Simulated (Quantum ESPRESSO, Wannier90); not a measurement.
**HfPbO3 (cubic perovskite): Wannier90 run**

Cell from Materials Project (mp-22535), symmetrised, no further relaxation. Not found in the COD (Crystallography Open Database) copy used, which has the formula in other groups; not checked further. Method: PBEsol plane waves in Quantum ESPRESSO 7.5 (PseudoDojo norm-conserving files, 68 Ry, no spin polarisation, no spin-orbit coupling), Bloch states on a 6×6×6 mesh through Γ, Wannier90 4.0.1. Density: 8×8×8 mesh, cold smearing 0.01 Ry. Spin-orbit coupling is left out although heavy elements are present.

On the energy scale of pw.x, whose zero is arbitrary, the valence-band maximum lies at 9.60 eV.

Input w.win:

```
num_bands = 3
num_wann = 3
exclude_bands = 1,5-43
num_iter = 1000
conv_tol = 1.0e-6
conv_window = 4
write_hr = true
write_u_matrices = true
auto_projections = true
begin unit_cell_cart
ang
    4.1554800000    0.0000000000    0.0000000000
    0.0000000000    4.1554800000    0.0000000000
    0.0000000000    0.0000000000    4.1554800000
end unit_cell_cart
begin atoms_frac
Hf   0.5000000000  0.5000000000  0.5000000000
Pb   0.0000000000  0.0000000000  0.0000000000
O    0.0000000000  0.5000000000  0.5000000000
O    0.5000000000  0.0000000000  0.5000000000
O    0.5000000000  0.5000000000  0.0000000000
end atoms_frac
mp_grid = 6 6 6
begin kpoints
0.0000000000 0.0000000000 0.0000000000
0.0000000000 0.0000000000 0.1666666667
0.0000000000 0.0000000000 0.3333333333
... (213 more lines: the 6x6x6 mesh through Gamma)
end kpoints
```

Input of pw2wannier90.x that gives the overlap and projection files (equivalent; here they were cut from one run over all bands):

```
&inputpp
  outdir = './out'
  prefix = 'pwscf'
  seedname = 'w'
  write_amn = .true.
  write_mmn = .true.
  atom_proj = .true.
  atom_proj_exclude = 1 5 6 7 8 9 10 11 12 13 14 15 16 17 18 19 20 21 22 23 24 25 26 27 28 29 30 31
/
```

Output w.wout (banner and timings cut):

```
                                    ------
                                    SYSTEM
                                    ------

                              Lattice Vectors (Ang)
                    a_1     4.155480   0.000000   0.000000
                    a_2     0.000000   4.155480   0.000000
                    a_3     0.000000   0.000000   4.155480

                   Unit Cell Volume:      71.75689  (Ang^3)

                        Reciprocal-Space Vectors (Ang^-1)
                    b_1     1.512024   0.000000   0.000000
                    b_2     0.000000   1.512024   0.000000
                    b_3     0.000000   0.000000   1.512024

 *----------------------------------------------------------------------------*
 |   Site       Fractional Coordinate          Cartesian Coordinate (Ang)     |
 +----------------------------------------------------------------------------+
 | hf   1   0.50000   0.50000   0.50000   |    2.07774   2.07774   2.07774    |
 | pb   1   0.00000   0.00000   0.00000   |    0.00000   0.00000   0.00000    |
 | o    1   0.00000   0.50000   0.50000   |    0.00000   2.07774   2.07774    |
 | o    2   0.50000   0.00000   0.50000   |    2.07774   0.00000   2.07774    |
 | o    3   0.50000   0.50000   0.00000   |    2.07774   2.07774   0.00000    |
 *----------------------------------------------------------------------------*
                                ------------
                                K-POINT GRID
                                ------------

             Grid size =  6 x  6 x  6      Total points =  216

 *---------------------------------- MAIN ------------------------------------*
 |  Number of Wannier Functions               :                 3             |
 |  Number of Objective Wannier Functions     :                 3             |
 |  Number of input Bloch states              :                 3             |
 |  Output verbosity (1=low, 5=high)          :                 1             |
 |  Timing Level (1=low, 5=high)              :                 1             |
 |  Optimisation (0=memory, 3=speed)          :                 3             |
 |  Length Unit                               :               Ang             |
 |  Post-processing setup (write *.nnkp)      :                 F             |
 |  Using Gamma-only branch of algorithms     :                 F             |
 *----------------------------------------------------------------------------*
 *------------------------------- WANNIERISE ---------------------------------*
 |  Total number of iterations                :              1000             |
 |  Number of CG steps before reset           :                 5             |
 |  Trial step length for line search         :             2.000             |
 |  Convergence tolerence                     :         0.100E-05             |
 |  Convergence window                        :                 4             |
 |  Iterations between writing output         :                 1             |
 |  Iterations between backing up to disk     :               100             |
 |  Write r^2_nm to file                      :                 F             |
 |  Write xyz WF centres to file              :                 F             |
 |  Write on-site energies <0n|H|0n> to file  :                 F             |
 |  Use guiding centre to control phases      :                 F             |
 |  Use phases for initial projections        :                 F             |
 *----------------------------------------------------------------------------*
 *-------------------------------- PLOTTING ----------------------------------*
 |  Plotting Hamiltonian in WF basis          :                 T             |
 *----------------------------------------------------------------------------*

       ... (k-mesh section left out)

 Starting a new Wannier90 calculation ...

 Reading overlaps from w.mmn

 Reading projections from w.amn

 *------------------------------- WANNIERISE ---------------------------------*
 +--------------------------------------------------------------------+<-- CONV
 | Iter  Delta Spread     RMS Gradient      Spread (Ang^2)            |<-- CONV
 +--------------------------------------------------------------------+<-- CONV

 ------------------------------------------------------------------------------
 Initial State
  WF centre and spread    1  (  2.077740,  2.077740,  2.077740 )     0.63123343
  WF centre and spread    2  (  2.077740,  2.077740,  2.077740 )     0.63123343
  WF centre and spread    3  (  2.077740,  2.077740,  2.077740 )     0.63123343
  Sum of centres and spreads (  6.233220,  6.233220,  6.233220 )     1.89370029

      0     0.189E+01     0.0000000000        1.8937002776  <-- CONV
        O_D=      0.0000000 O_OD=      0.0000028 O_TOT=      1.8937003 <-- SPRD
 ------------------------------------------------------------------------------
      1    -0.133E-14     0.0000003586        1.8937002776  <-- CONV
        O_D=      0.0000000 O_OD=      0.0000028 O_TOT=      1.8937003 <-- SPRD
      2    -0.266E-14     0.0000003561        1.8937002776  <-- CONV
        O_D=      0.0000000 O_OD=      0.0000028 O_TOT=      1.8937003 <-- SPRD
      3    -0.400E-14     0.0000003510        1.8937002776  <-- CONV
        O_D=      0.0000000 O_OD=      0.0000028 O_TOT=      1.8937003 <-- SPRD
      4    -0.466E-14     0.0000003436        1.8937002776  <-- CONV
        O_D=      0.0000000 O_OD=      0.0000028 O_TOT=      1.8937003 <-- SPRD
             <<<     Delta < 1.000E-06  over  4 iterations     >>>
             <<< Wannierisation convergence criteria satisfied >>>
 Final State
  WF centre and spread    1  (  2.077740,  2.077740,  2.077740 )     0.63123343
  WF centre and spread    2  (  2.077740,  2.077740,  2.077740 )     0.63123343
  WF centre and spread    3  (  2.077740,  2.077740,  2.077740 )     0.63123343
  Sum of centres and spreads (  6.233220,  6.233220,  6.233220 )     1.89370029

         Spreads (Ang^2)       Omega I      =     1.893697515
        ================       Omega D      =     0.000000000
                               Omega OD     =     0.000002763
    Final Spread (Ang^2)       Omega Total  =     1.893700278
```
